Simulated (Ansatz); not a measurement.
An Ansatz (a first-principles code) run. Input:

Ansatz 0.2 input:
```yaml
crystal:
  lattice:
    - [-3.0200678049, 3.0200678049, 3.0200678049]
    - [3.0200678049, -3.0200678049, 3.0200678049]
    - [3.0200678049, 3.0200678049, -3.0200678049]
  atoms:
    - { symbol: Cs, position: [0.0, 0.0, 0.0] }
kpoints:
  mp_grid: { grid: [20, 20, 20] }
hamiltonian:
  xc: pbe
  dispersion: d3bj
  pseudopotentials: { kind: paw }
scf:
  occupations: { method: fermi_dirac, width: 0.1 }
elastic: { mode: relaxed_ion, stencil: two_point, amplitude: 0.005, f_tol: 0.0005 }
```

Output (shortened):

```
Pseudopotential: Cs, paw, valence charge 9
Functional definition: PBE
Crystal: 1 atoms, lattice volume = 110.182 Å³
Basis set: ecut = 420 eV, 2123 PW (Γ), exchange–correlation on 72×72×72 points (8 copies of the dense FFT grid, shifted against one another)
Bands: 9, of which v1, the nominal top of the filled ones, is band 5 counted from 1 (4 counted from 0)
Symmetry: 48 space group operations
Space group: Im-3m (ITA 229), of the structure as read, at distance tolerance 4.8e-5 Å
k-points: 256 of 8000
SCF iter   1: F=—  HF=-5670.874763 eV  |F-HF|=—  |Δ(HF+E_count)|=         —  Δρ=2.25e-4  dr2=4.74e-5  ethr=1.77e-3  ⟨swp⟩=6.0  Hψ=18984  notcnv=0
preconditioner: auto → Kerker (q_TF=auto, 1.797 Å⁻¹)
SCF iter   2: F=—  HF=-5670.875021 eV  |F-HF|=—  |Δ(HF+E_count)|=   2.58e-4  Δρ=1.43e-4  dr2=3.84e-5  ethr=5.27e-7  ⟨swp⟩=3.2  Hψ=6325  notcnv=0
SCF iter   3: F=—  HF=-5670.875032 eV  |F-HF|=—  |Δ(HF+E_count)|=   1.10e-5  Δρ=4.16e-5  dr2=3.90e-6  ethr=4.27e-7  ⟨swp⟩=2.6  Hψ=3686  notcnv=0
SCF iter   4: F=—  HF=-5670.875032 eV  |F-HF|=—  |Δ(HF+E_count)|=   2.17e-7  Δρ=1.40e-5  dr2=7.08e-7  ethr=4.33e-8  ⟨swp⟩=1.0  Hψ=2304  notcnv=0
SCF iter   5: F=—  HF=-5670.875032 eV  |F-HF|=—  |Δ(HF+E_count)|=   2.49e-7  Δρ=6.90e-6  dr2=8.50e-8  ethr=7.87e-9  ⟨swp⟩=2.0  Hψ=3221  notcnv=0
SCF iter   6: F=—  HF=-5670.875032 eV  |F-HF|=—  |Δ(HF+E_count)|=   5.50e-8  Δρ=1.45e-6  dr2=1.11e-9  ethr=9.44e-10  ⟨swp⟩=2.1  Hψ=3360  notcnv=0
SCF iter   7: F=—  HF=-5670.875032 eV  |F-HF|=—  |Δ(HF+E_count)|=   1.26e-9  Δρ=2.01e-7  dr2=3.67e-11  ethr=1.23e-11  ⟨swp⟩=2.0  Hψ=3398  notcnv=0
SCF iter   8: F=—  HF=-5670.875032 eV  |F-HF|=—  |Δ(HF+E_count)|=  3.18e-11  Δρ=1.31e-7  dr2=2.26e-11  ethr=4.08e-13 (applied; sched 1.00e-12)  ⟨swp⟩=2.1  Hψ=3145  notcnv=0
SCF iter  10: F=-5670.875032 eV  HF=-5670.875032 eV  |F-HF|=4.55e-12  |Δ(HF+E_count)|=  1.82e-12  Δρ=1.26e-9  dr2=1.87e-15  ethr=1.00e-12  ⟨swp⟩=4.4  Hψ=7049  notcnv=0
SCF 1 converged in 10 iterations: F = -5670.875032 eV  dr2 = 1.87e-15
Crystal: 1 atoms, lattice volume = 109.631 Å³
Symmetry: 16 space group operations
k-points: 641 of 8000
iter 1 solved again at ethr=4.19e-7 eV; its pass at ethr=3.10e-3 eV (dr2=3.77e-5 eV) is discarded
SCF iter   1: F=—  HF=-5670.875025 eV  |F-HF|=—  |Δ(HF+E_count)|=         —  Δρ=1.77e-5  dr2=7.57e-7  ethr=4.19e-7  ⟨swp⟩=3.5  Hψ=54661  notcnv=0
preconditioner: auto → Kerker (q_TF=auto, 1.799 Å⁻¹)
SCF iter   2: F=—  HF=-5670.875025 eV  |F-HF|=—  |Δ(HF+E_count)|=   5.40e-8  Δρ=1.08e-5  dr2=3.59e-7  ethr=8.42e-9  ⟨swp⟩=1.2  Hψ=6047  notcnv=0
SCF iter   3: F=—  HF=-5670.875025 eV  |F-HF|=—  |Δ(HF+E_count)|=   1.44e-7  Δρ=3.26e-6  dr2=2.64e-8  ethr=3.99e-9  ⟨swp⟩=2.6  Hψ=8803  notcnv=0
SCF iter   4: F=—  HF=-5670.875025 eV  |F-HF|=—  |Δ(HF+E_count)|=   1.76e-8  Δρ=7.49e-7  dr2=1.74e-9  ethr=2.93e-10  ⟨swp⟩=2.5  Hψ=8544  notcnv=0
SCF iter   5: F=—  HF=-5670.875025 eV  |F-HF|=—  |Δ(HF+E_count)|=   1.13e-9  Δρ=2.53e-7  dr2=2.15e-10  ethr=1.94e-11  ⟨swp⟩=2.1  Hψ=7639  notcnv=0
SCF iter   6: F=—  HF=-5670.875025 eV  |F-HF|=—  |Δ(HF+E_count)|=  1.26e-10  Δρ=9.58e-8  dr2=2.78e-11  ethr=2.39e-12  ⟨swp⟩=1.9  Hψ=6947  notcnv=0
SCF iter   7: F=—  HF=-5670.875025 eV  |F-HF|=—  |Δ(HF+E_count)|=  2.46e-11  Δρ=2.41e-8  dr2=1.24e-12  ethr=3.09e-13 (applied; sched 1.00e-12)  ⟨swp⟩=2.6  Hψ=8637  notcnv=0
SCF iter   8: F=-5670.875025 eV  HF=-5670.875025 eV  |F-HF|=9.09e-13  |Δ(HF+E_count)|=  1.82e-12  Δρ=5.77e-9  dr2=7.43e-14  ethr=1.00e-12  ⟨swp⟩=2.8  Hψ=21931  notcnv=0
SCF 2 converged in 8 iterations: F = -5670.875025 eV  dr2 = 7.43e-14
Crystal: 1 atoms, lattice volume = 110.733 Å³
Basis set: ecut = 420 eV, 2147 PW (Γ), exchange–correlation on 72×72×72 points (8 copies of the dense FFT grid, shifted against one another)
iter 1 solved again at ethr=1.08e-11 eV; its pass at ethr=3.10e-3 eV (dr2=9.72e-10 eV) is discarded
SCF iter   1: F=—  HF=-5670.874998 eV  |F-HF|=—  |Δ(HF+E_count)|=         —  Δρ=1.86e-6  dr2=5.09e-10  ethr=1.08e-11  ⟨swp⟩=3.1  Hψ=54675  notcnv=0
preconditioner: auto → Kerker (q_TF=auto, 1.796 Å⁻¹)
SCF iter   2: F=—  HF=-5670.874997 eV  |F-HF|=—  |Δ(HF+E_count)|=   2.98e-7  Δρ=9.57e-7  dr2=2.02e-10  ethr=5.66e-12  ⟨swp⟩=2.6  Hψ=8548  notcnv=0
SCF iter   3: F=—  HF=-5670.874997 eV  |F-HF|=—  |Δ(HF+E_count)|=   2.47e-8  Δρ=1.11e-7  dr2=1.35e-11  ethr=2.25e-12  ⟨swp⟩=2.0  Hψ=8575  notcnv=0
SCF iter   4: F=—  HF=-5670.874997 eV  |F-HF|=—  |Δ(HF+E_count)|=  2.54e-10  Δρ=1.92e-8  dr2=9.14e-13  ethr=1.50e-13 (applied; sched 1.00e-12)  ⟨swp⟩=2.6  Hψ=9151  notcnv=0
SCF iter   5: F=—  HF=-5670.874997 eV  |F-HF|=—  |Δ(HF+E_count)|=    0.00e0  Δρ=6.95e-9  dr2=1.38e-13  ethr=1.02e-14 (applied; sched 1.00e-12)  ⟨swp⟩=2.6  Hψ=9182  notcnv=0
SCF iter   6: F=-5670.874997 eV  HF=-5670.874997 eV  |F-HF|=0.00e0  |Δ(HF+E_count)|=  9.09e-13  Δρ=2.07e-9  dr2=1.17e-14  ethr=1.00e-12  ⟨swp⟩=4.0  Hψ=17135  notcnv=0
SCF 3 converged in 6 iterations: F = -5670.874997 eV  dr2 = 1.17e-14
Crystal: 1 atoms, lattice volume = 110.181 Å³
Basis set: ecut = 420 eV, 2135 PW (Γ), exchange–correlation on 72×72×72 points (8 copies of the dense FFT grid, shifted against one another)
Symmetry: 8 space group operations
k-points: 1166 of 8000
iter 1 solved again at ethr=2.96e-7 eV; its pass at ethr=3.10e-3 eV (dr2=2.67e-5 eV) is discarded
SCF iter   1: F=—  HF=-5670.875018 eV  |F-HF|=—  |Δ(HF+E_count)|=         —  Δρ=7.46e-6  dr2=8.63e-8  ethr=2.96e-7  ⟨swp⟩=3.4  Hψ=97852  notcnv=0
preconditioner: auto → Kerker (q_TF=auto, 1.797 Å⁻¹)
SCF iter   2: F=—  HF=-5670.875018 eV  |F-HF|=—  |Δ(HF+E_count)|=   1.24e-7  Δρ=5.08e-6  dr2=5.88e-8  ethr=9.58e-10  ⟨swp⟩=2.0  Hψ=14228  notcnv=0
SCF iter   3: F=—  HF=-5670.875018 eV  |F-HF|=—  |Δ(HF+E_count)|=   1.38e-7  Δρ=1.86e-6  dr2=5.23e-9  ethr=6.54e-10  ⟨swp⟩=2.0  Hψ=15579  notcnv=0
SCF iter   4: F=—  HF=-5670.875018 eV  |F-HF|=—  |Δ(HF+E_count)|=   2.17e-8  Δρ=3.59e-7  dr2=2.55e-10  ethr=5.81e-11  ⟨swp⟩=2.4  Hψ=15004  notcnv=0
SCF iter   5: F=—  HF=-5670.875018 eV  |F-HF|=—  |Δ(HF+E_count)|=  1.86e-10  Δρ=8.48e-8  dr2=5.08e-12  ethr=2.84e-12  ⟨swp⟩=2.0  Hψ=15432  notcnv=0
SCF iter   6: F=—  HF=-5670.875018 eV  |F-HF|=—  |Δ(HF+E_count)|=  5.00e-11  Δρ=9.37e-9  dr2=1.07e-13  ethr=5.64e-14 (applied; sched 1.00e-12)  ⟨swp⟩=2.0  Hψ=15961  notcnv=0
SCF iter   7: F=-5670.875018 eV  HF=-5670.875018 eV  |F-HF|=9.09e-13  |Δ(HF+E_count)|=  2.73e-12  Δρ=2.34e-9  dr2=6.29e-15  ethr=1.00e-12  ⟨swp⟩=4.0  Hψ=31368  notcnv=0
SCF 4 converged in 7 iterations: F = -5670.875018 eV  dr2 = 6.29e-15
Crystal: 1 atoms, lattice volume = 110.181 Å³
iter 1 solved again at ethr=2.34e-12 eV; its pass at ethr=3.10e-3 eV (dr2=2.10e-10 eV) is discarded
SCF iter   1: F=—  HF=-5670.875018 eV  |F-HF|=—  |Δ(HF+E_count)|=         —  Δρ=6.16e-7  dr2=1.40e-10  ethr=2.34e-12  ⟨swp⟩=3.3  Hψ=99840  notcnv=0
preconditioner: auto → Kerker (q_TF=auto, 1.797 Å⁻¹)
SCF iter   2: F=—  HF=-5670.875018 eV  |F-HF|=—  |Δ(HF+E_count)|=   3.65e-7  Δρ=3.26e-7  dr2=6.75e-11  ethr=1.56e-12  ⟨swp⟩=1.6  Hψ=11272  notcnv=0
SCF iter   3: F=—  HF=-5670.875018 eV  |F-HF|=—  |Δ(HF+E_count)|=   2.41e-9  Δρ=7.45e-8  dr2=5.31e-12  ethr=7.50e-13 (applied; sched 1.00e-12)  ⟨swp⟩=2.2  Hψ=15608  notcnv=0
SCF iter   4: F=—  HF=-5670.875018 eV  |F-HF|=—  |Δ(HF+E_count)|=  1.12e-10  Δρ=1.69e-8  dr2=4.18e-13  ethr=5.90e-14 (applied; sched 1.00e-12)  ⟨swp⟩=2.6  Hψ=16586  notcnv=0
SCF iter   5: F=-5670.875018 eV  HF=-5670.875018 eV  |F-HF|=1.82e-12  |Δ(HF+E_count)|=  9.09e-13  Δρ=4.66e-9  dr2=7.15e-14  ethr=1.00e-12  ⟨swp⟩=4.1  Hψ=31728  notcnv=0
SCF 5 converged in 5 iterations: F = -5670.875018 eV  dr2 = 7.15e-14
SCF converged after 10 iterations
Free energy (F): -5670.875032 eV
Harris-Foulkes:  -5670.875032 eV  (|F-HF|=4.55e-12)
Internal energy: -5670.834231 eV  (E = F + TS)
E sigma→0 (E₀):  -5670.854631 eV
Entropy (-TS):   -0.040802 eV (-40.802 meV/atom)
Fermi energy:    2.410051 eV
--- Per-component energies (eV) ---
  E_band       = -90.281241
  E_kinetic    = 140.858308
  E_local      = -385.593369  (includes V_loc(G=0)·N_el)
  E_nonlocal   = 30.237214
  E_hartree    = 134.834346
  E_xc         = -172.937431
  E_vxc        = -124.624433  (∫ρ·V_xc dr)
  E_paw        = -5066.766188  (= ΣΔE_a)
  E_vpaw       = -20.827650  (= ΣTr[D̂ρ^β])
  E_aug_tail   = -0.000001  (compensation charges beyond the density's cutoff)
  E_ewald      = -351.374345
  E_disp       = -0.092763  (pairwise vdW)
  E_smearing   = -0.040802  (= −TS)
  E_closure    = 0.000000  (closes the sum)
  Σ components = -5670.875032   (vs F -5670.875032, Δ=0.00e0)
  [band-id]    e_kinetic+e_local+e_nonlocal+2·e_hartree+e_vxc+e_vpaw+e_augmentation_tail = -90.281240   (vs E_band -90.281241, Δ=4.40e-7)
--- Forces (eV/Å), atoms counted from 1 ---
  atom   1  Cs     0.00000000     0.00000000     0.00000000
  max |Σ_I F_I| component: 0.0 eV/Å
--- Stress (GPa, compression-positive) ---
       -0.004076       0.000000       0.000000
        0.000000      -0.004076       0.000000
        0.000000       0.000000      -0.004076
  P = ⅓ Tr σ = -0.0041 GPa (-0.041 kbar)
--- Band table (eV; the first three rows and the last of 256) ---
  k-point 0: bands = ["-21.4137", "-8.1520", "-8.1520", "-8.1520", "0.6949", "4.9339", "4.9339", "4.9339", "5.8228"]
  k-point 1: bands = ["-21.4135", "-8.1560", "-8.1533", "-8.1520", "0.7240", "4.9001", "4.9101", "4.9627", "5.7574"]
  k-point 2: bands = ["-21.4129", "-8.1678", "-8.1570", "-8.1520", "0.8102", "4.8087", "4.8197", "5.0486", "5.6411"]
  k-point 255: bands = ["-21.3990", "-8.2645", "-8.2645", "-8.2645", "3.0267", "3.0267", "5.5193", "5.5193", "5.5193"]
--- Elastic constants: 2 strain directions × 2 members + reference (group order 48) ---
  dense FFT box of the reference and of every strained cell: 36×36×36
  strains applied: 11, 23; error gains: componentwise 1.00 (the most a stress slope's error grows in a printed constant), spectral 1.73 (1 for all six strains …
  pairwise dispersion correction: d3bj (s6 = 1.0, s8 = 0.7875, a1 = 0.4289, a2_bohr = 4.4407), with the weights of each atom's references fixed at the …
  C = ∂σ_k/∂η_j (tension-positive GPa; Voigt order 11 22 33 23 13 12):
         2.439      1.977      1.977      0.000      0.000      0.000
         1.977      2.439      1.977      0.000      0.000      0.000
         1.977      1.977      2.439      0.000      0.000      0.000
         0.000      0.000      0.000      1.672      0.000      0.000
         0.000      0.000      0.000      0.000      1.672      0.000
         0.000      0.000      0.000      0.000      0.000      1.672
  reference stress σ⁰ (GPa):      0.004      0.004      0.004      0.000      0.000      0.000
  C* (energy form; C + prestress term) asymmetry max|C*_kj − C*_jk| = 6.661e-16 GPa — a small one proves nothing (zero by symmetry where the batch's group is …
  moduli (Voigt/Reuss/Hill, GPa): K = 2.13/2.13/2.13   G = 1.10/0.48/0.79   E = 2.10   ν = 0.336
  mechanically stable: yes (min eigenvalue of sym C = 0.46 GPa)
  where every solve meets its electron count the energy-path curvature estimates C_jj along a normal strain and C_jj − ¼(σ⁰_aa + σ⁰_bb) along a shear (ab), of …
  strain η (Voigt 11):  stress-route row diagonal C_11 = 2.44 GPa, energy-path curvature d²(F+E_count+ΔE)/dδ²/Ω₀ = 2.44 GPa
         δ    σ_11 (GPa)             F (eV)   n_scf  n_hpsi   n_pw
    -5.000e-3      -0.0083       -5670.8750250       8  135285   2206   relax 0 steps, max|allowed force component| 0.00e0 eV/Å
     5.000e-3       0.0161       -5670.8749974       6  119308   2214   relax 0 steps, max|allowed force component| 0.00e0 eV/Å
  strain η (Voigt 23):  stress-route row diagonal C_44 = 1.67 GPa, energy-path curvature d²(F+E_count+ΔE)/dδ²/Ω₀ = 1.67 GPa
         δ    σ_23 (GPa)             F (eV)   n_scf  n_hpsi   n_pw
    -5.000e-3      -0.0084       -5670.8750178       7  227416   2214   relax 0 steps, max|allowed force component| 0.00e0 eV/Å
     5.000e-3       0.0084       -5670.8750178       5  196960   2214   relax 0 steps, max|allowed force component| 0.00e0 eV/Å
```

Cost: very roughly 6 core-minutes on shared cores.

The PBE+D3(BJ) relaxation kept the symmetry of its start. The pairwise dispersion correction was not fitted to metals. As this level gives no gap, shear constants depend on the k-mesh and smearing (Fermi–Dirac, 0.1 eV here). Scalar-relativistic: spin–orbit coupling is off unless named, which matters more the heavier the elements.

Potentials: the later of the program's two PAW sets.

Ansatz is a plane-wave DFT program.
